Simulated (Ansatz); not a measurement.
Relaxed-ion elastic tensor of TiCo (CsCl type, Pm-3m) in GPa (Voigt order), r²SCAN (plane waves, PAW; program Ansatz); density 6.64 g/cm³, 13.35 Å³ per atom.

|  | 1 | 2 | 3 | 4 | 5 | 6 |
|---|---|---|---|---|---|---|
| 1 | 275 | 103 | 103 | 0.0 | 0.0 | 0.0 |
| 2 | 103 | 275 | 103 | 0.0 | 0.0 | 0.0 |
| 3 | 103 | 103 | 275 | 0.0 | 0.0 | 0.0 |
| 4 | 0.0 | 0.0 | 0.0 | 90.0 | 0.0 | 0.0 |
| 5 | 0.0 | 0.0 | 0.0 | 0.0 | 90.0 | 0.0 |
| 6 | 0.0 | 0.0 | 0.0 | 0.0 | 0.0 | 90.0 |

Task: Is the crystal mechanically stable?

Result: Yes: the smallest eigenvalue of C is 90.0 GPa.

Task: Work out the Voigt, Reuss and Hill averages.

Result: K_V = 160, K_R = 160, K_H = 160; G_V = 88.4, G_R = 88.4, G_H = 88.4 GPa.

Task: Give Young's modulus, Poisson's ratio, Pugh's ratio and the universal anisotropy index.

Result: E = 9KG/(3K + G) = 224 GPa; ν = 0.27; K/G = 1.81 (near the Pugh limit of 1.75, no verdict); A_U = 5G_V/G_R + K_V/K_R − 6 = 0.00.

Task: Estimate the sound speeds and the Debye temperature.

Result: v_l = √((K + 4G/3)/ρ) = 6470 m/s, v_t = √(G/ρ) = 3650 m/s, mean 4060 m/s; Θ = (h/k)(3n/4πV)^(1/3) v_m = 509 K.

The cell was relaxed with r²SCAN under the symmetry of its start, as lowered by the spin order. Magnetic state: ferrimagnetic, chosen from 4 collinear starts compared on coarse meshes (ties went to the first, and starts can fall back to one state), not a proven ground state. Other orbital occupations within this spin state were not tried. As this level gives no gap, shear constants depend on the k-mesh and smearing (Fermi–Dirac, 0.1 eV here).

Potentials: the later of the program's two PAW sets.
